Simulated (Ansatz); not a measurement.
## SnPt₃: sound and stiffness along [100], [110] and [111]

All numbers below come from Ansatz, DFT LDA, scalar-relativistic, plane waves, PAW. Cutoff 420 eV, 10×10×10 k-points (Γ-centred), Fermi-Dirac smearing of 0.15 eV. No spin polarisation.

Relaxed structure:
```xyz
4
Lattice="3.9804 0.0000 0.0000 0.0000 3.9804 0.0000 0.0000 0.0000 3.9804" Properties=species:S:1:pos:R:3 pbc="T T T"
Sn    0.0000    0.0000    0.0000
Pt    0.0000    1.9902    1.9902
Pt    1.9902    0.0000    1.9902
Pt    1.9902    1.9902    0.0000
```

In a metal, frequencies and elastic constants depend on the k mesh and the smearing, soft modes and shear constants most. Spin–orbit coupling is left out, which can shift energies with elements as heavy as these.

With ions relaxed, on the cubic axes: C11 = 322.1, C12 = 205.8, C44 = 80.7 GPa. The density is 18.536 g/cm³.

Task: Is the crystal stable against strain, and how anisotropic is it?

Result: Born's conditions hold: C11 + 2C12 = 733.7, C11 − C12 = 116.4 and C44 = 80.7 GPa are all positive. B = (C11 + 2C12)/3 = 244.6 GPa. The two shear moduli are C44 and C′ = (C11 − C12)/2 = 58.2 GPa, so Zener's ratio is A = C44/C′ = 1.39: the tetragonal shear C′ is the soft one, as in many fcc and bcc metals and zincblende crystals. The Cauchy pressure C12 − C44 is 125.1 GPa; it would vanish for pair forces between atoms on inversion centres at zero pressure, and a positive value is usual with metallic or many-body binding, and where atoms off inversion centres relax under shear, which lowers C44.

Task: Give the sound speeds along the three symmetry directions.

Result: The Christoffel equation gives ρv² for each branch:
```csv
direction,branch,ρv²,GPa,v (m/s)
[100],L,C11,322.1,4169
[100],T (×2),C44,80.7,2086
[110],L,(C11 + C12 + 2C44)/2,344.6,4312
[110],"T, u ∥ [001]",C44,80.7,2086
[110],"T, u ∥ [1-10]",(C11 − C12)/2,58.2,1772
[111],L,(C11 + 2C12 + 4C44)/3,352.1,4358
[111],T (×2),(C11 − C12 + C44)/3,65.7,1882
```

Task: How does Young's modulus depend on direction?

Result: Inverting gives S11 = 6.184, S12 = -2.410, S44 = 12.399 TPa⁻¹. Along a unit vector (l, m, n), 1/E = S11 − 2(S11 − S12 − S44/2)(l²m² + m²n² + n²l²), where the last bracket is 0, 1/4 and 1/3 for [100], [110] and [111]: E = 162, 201 and 218 GPa. With A > 1 the body diagonal is stiffest. For a film on (001), the biaxial modulus is C11 + C12 − 2C12²/C11 = 265 GPa and the normal strain is −2C12/C11 = -1.28 times the in-plane one.